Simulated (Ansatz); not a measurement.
CsPH2O4:
```yaml
crystal:
  lattice:
    - [4.91877, 0.00000, 0.00000]
    - [0.00000, 6.31068, 0.00000]
    - [-2.34660, 0.00000, 7.56176]
  atoms:
    - { symbol: Cs, position: [0.25867, 0.21800, 0.73515] }
    - { symbol: Cs, position: [0.74133, 0.71800, 0.26485] }
    - { symbol: H, position: [0.04207, 0.98411, 0.02844] }
    - { symbol: H, position: [0.95793, 0.48411, 0.97156] }
    - { symbol: H, position: [0.67756, 0.22454, 0.35427] }
    - { symbol: H, position: [0.32244, 0.72454, 0.64573] }
    - { symbol: P, position: [0.21004, 0.23081, 0.23800] }
    - { symbol: P, position: [0.78996, 0.73081, 0.76200] }
    - { symbol: O, position: [0.21835, 0.01880, 0.13253] }
    - { symbol: O, position: [0.78165, 0.51880, 0.86747] }
    - { symbol: O, position: [0.20836, 0.42128, 0.12116] }
    - { symbol: O, position: [0.79164, 0.92128, 0.87884] }
    - { symbol: O, position: [0.02386, 0.72432, 0.67571] }
    - { symbol: O, position: [0.97614, 0.22432, 0.32429] }
    - { symbol: O, position: [0.50030, 0.22166, 0.39207] }
    - { symbol: O, position: [0.49970, 0.72166, 0.60793] }
```

Relaxed with r²SCAN. Special points in fractions of this cell's reciprocal vectors: Γ (0.000, 0.000, 0.000); Z (0.000, 0.500, 0.000); D (0.000, 0.500, 0.500); B (0.000, 0.000, 0.500); A (-0.500, 0.000, 0.500); E (-0.500, 0.500, 0.500); C2 (-0.500, 0.500, 0.000); Y2 (-0.500, 0.000, 0.000).

### Question
List the band energies nearest the valence-band maximum at these points for plane-wave PAW r²SCAN (Ansatz code).

### Answer
In eV from the valence-band maximum; about four levels below and three above (degenerate sets whole), none deeper than 8.9 eV; points with the same levels are listed once.

```json
[
 {"k": "Γ", "below": "-0.50 -0.49 -0.15 -0.09", "above": "5.97 7.75 7.89"},
 {"k": "Z", "below": "-0.53 -0.53 -0.24 -0.24", "above": "7.34 7.34 8.11 8.11"},
 {"k": "D", "below": "-0.55 -0.55 -0.22 -0.22", "above": "7.63 7.63 8.09 8.09"},
 {"k": "B", "below": "-0.55 -0.50 -0.21 -0.08", "above": "6.99 7.12 7.90"},
 {"k": "A", "below": "-0.69 -0.44 -0.39 0.00", "above": "7.66 7.72 8.38"},
 {"k": "E", "below": "-0.57 -0.57 -0.22 -0.22", "above": "8.04 8.04 8.33 8.33"},
 {"k": "C2", "below": "-0.51 -0.51 -0.19 -0.19", "above": "7.95 7.95 8.09 8.09"},
 {"k": "Y2", "below": "-0.58 -0.52 -0.32 -0.02", "above": "8.02 8.04 8.30"}
]
```

Space group P2_1. The first step of the workflow began from a Materials Project structure, measured or hypothetical; the Crystallography Open Database files this formula in space group No. 4, but the cells were not matched. Whether it is the stable phase at ambient conditions was not checked. The r²SCAN relaxation kept the symmetry of its start; whether a distortion lowers the energy is not shown. Scalar-relativistic: spin–orbit coupling is off unless named, which matters more the heavier the elements.

Potentials: the later of the program's two PAW sets.
